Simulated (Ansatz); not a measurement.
Ansatz (a program for electronic structure) input:

Ansatz 0.2 input:
```yaml
crystal:
  lattice:
    - [4.5680635125, 0.0, 0.0]
    - [-2.2840317562, 3.9560590479, 0.0]
    - [0.0, 0.0, 7.2433069611]
  atoms:
    - { symbol: Sb, position: [0.3333333333, 0.6666666667, 0.2287231006] }
    - { symbol: Sb, position: [0.6666666667, 0.3333333333, 0.7712768994] }
    - { symbol: Mg, position: [0.0, 0.0, 0.0] }
    - { symbol: Mg, position: [0.3333333333, 0.6666666667, 0.6336458491] }
    - { symbol: Mg, position: [0.6666666667, 0.3333333333, 0.3663541509] }
kpoints:
  mp_grid: { grid: [7, 7, 4] }
hamiltonian:
  xc: r2scan
  pseudopotentials: { kind: paw }
scf:
  occupations: { method: fixed }
checkpoint: { read: static.run }
output: { bader: true, populations: true }
```

Output (shortened):

```
Pseudopotential: Sb, paw, valence charge 15
Pseudopotential: Mg, paw, valence charge 10
Functional definition: r2SCAN
Crystal: 5 atoms, lattice volume = 130.898 Å³
Basis set: ecut = 500 eV, 3357 PW (Γ), exchange–correlation on 144×144×216 points (64 copies of the dense FFT grid, shifted against one another)
Bands: 36, of which v1, the nominal top of the filled ones, is band 30 counted from 1 (29 counted from 0)
Symmetry: 12 space group operations
Space group: P-3m1 (ITA 164), of the structure as read, at distance tolerance 5.1e-5 Å
k-points: 28 of 196
Stability of the state it starts from, as read at its close in the unpolarized treatment …
iter 1 solved again at ethr=1.89e-7 eV; its pass at ethr=3.10e-3 eV (dr2=1.14e-4 eV) is discarded
SCF iter   1: F=—  HF=-18779.948644 eV  |F-HF|=—  |Δ(HF+E_count)|=         —  Δρ=1.36e-6  dr2=1.61e-9  dr2_τ=6.87e-11  ethr=1.89e-7  ⟨swp⟩=3.8  Hψ=6022  notcnv=0  defer=112
preconditioner: auto → Resta (q_TF=auto, 2.396 Å⁻¹)
SCF iter   2: F=—  HF=-18779.948646 eV  |F-HF|=—  |Δ(HF+E_count)|=   2.38e-6  Δρ=7.33e-7  dr2=4.24e-10  dr2_τ=4.95e-11  ethr=2.68e-12  ⟨swp⟩=12.8  Hψ=6019  notcnv=0
SCF iter   3: F=-18779.948646 eV  HF=-18779.948646 eV  |F-HF|=1.31e-10  |Δ(HF+E_count)|=  1.46e-10  Δρ=4.29e-7  dr2=1.30e-10  dr2_τ=6.80e-12  ethr=1.00e-12  ⟨swp⟩=1.0  Hψ=2589  notcnv=0
SCF 1 converged in 3 iterations: F = -18779.948646 eV  dr2 = 1.30e-10
SCF converged after 3 iterations
Free energy (F): -18779.948646 eV
Harris-Foulkes:  -18779.948646 eV  (|F-HF|=1.31e-10)
Internal energy: -18779.948646 eV  (E = F + TS)
E sigma→0 (E₀):  -18779.948646 eV
Fermi energy:    7.210609 eV
--- Per-component energies (eV) ---
  E_band       = -1492.685909
  E_kinetic    = 640.579577
  E_local      = -8314.183145  (includes V_loc(G=0)·N_el)
  E_nonlocal   = 1015.587488
  E_hartree    = 3310.121990
  E_xc         = -336.241319
  E_vxc        = -323.473896  (∫ρ·V_xc dr)
  E_paw        = -10097.317542  (= ΣΔE_a)
  E_vpaw       = -1152.774066  (= ΣTr[D̂ρ^β])
  E_aug_tail   = -0.000006  (compensation charges beyond the density's cutoff)
  E_vtau       = 21.333488  (kinetic-family band-sum trace: ∫τ·v_τ [+ j·A + Jᵃ·Aᵃ] dr)
  E_ewald      = -4999.429140
  E_core_change = 0.933449  (= ΣΔE_core)
  E_smearing   =  0.000000  (= −TS)
  E_closure    =  0.000000  (closes the sum)
  Σ components = -18779.948646   (vs F -18779.948646, Δ=0.00e0)
  [band-id]    e_kinetic+e_local+e_nonlocal+2·e_hartree+e_vxc+e_vpaw+e_augmentation_tail+e_vtau = -1492.686578   (vs E_band -1492.685909, Δ=-6.69e-4)
--- Band table (eV; the first three rows and the last of 28) ---
  k-point 0: bands = ["-72.8193", "-72.0022", "-72.0012", "-37.9176", "-37.9109", "-37.9109", "-37.1045", "-37.1045", "-37.1041", "-37.0991", "-37.0991", "-37.0984", "-21.6330", "-21.6330", "-21.6328", "-21.6328", "-21.6255", "-21.6254", "-21.6084", …
  k-point 1: bands = ["-72.8193", "-72.0022", "-72.0012", "-37.9176", "-37.9109", "-37.9109", "-37.1045", "-37.1045", "-37.1041", "-37.0991", "-37.0991", "-37.0984", "-21.6333", "-21.6333", "-21.6325", "-21.6325", "-21.6255", "-21.6254", "-21.6084", …
  k-point 2: bands = ["-72.8193", "-72.0022", "-72.0012", "-37.9176", "-37.9109", "-37.9109", "-37.1045", "-37.1045", "-37.1041", "-37.0991", "-37.0991", "-37.0984", "-21.6334", "-21.6334", "-21.6323", "-21.6323", "-21.6255", "-21.6254", "-21.6085", …
  k-point 27: bands = ["-72.8193", "-72.0018", "-72.0016", "-37.9175", "-37.9111", "-37.9110", "-37.1054", "-37.1054", "-37.1052", "-37.0984", "-37.0979", "-37.0978", "-21.6337", "-21.6330", "-21.6326", "-21.6317", "-21.6239", "-21.6237", "-21.6073", …
--- Löwdin populations: 5 sites ---
  site symbol       q [e]
     0     Sb     16.7625
     1     Sb     16.7625
     2     Mg      8.6056
     3     Mg      8.6884
     4     Mg      8.6884
  spilling = 0.008209 (of n_electrons = 60.000000)
--- Bader charges: 5 sites ---
  site symbol  charge [e]  shift [e]
     0     Sb     -2.3627     0.0002
     1     Sb     -2.3629     0.0002
     2     Mg      1.6073     0.0002
     3     Mg      1.5591     0.0002
     4     Mg      1.5591     0.0002
  shift: an alarm, by how much a part of what the PAW files miss would move the charge. Where it is large, compare
  with a run on PAW files of another source; a small one proves nothing
  estimated error of the sums over rays = 3.8e-4 e
```

Cost: about 40 core-seconds (a rough figure) on shared cores.

Symmetry was held in the r²SCAN relaxation. Scalar-relativistic: spin–orbit coupling is off unless named, which matters more the heavier the elements.

Potentials: the later of the program's two PAW sets.

Ansatz is a plane-wave DFT program.
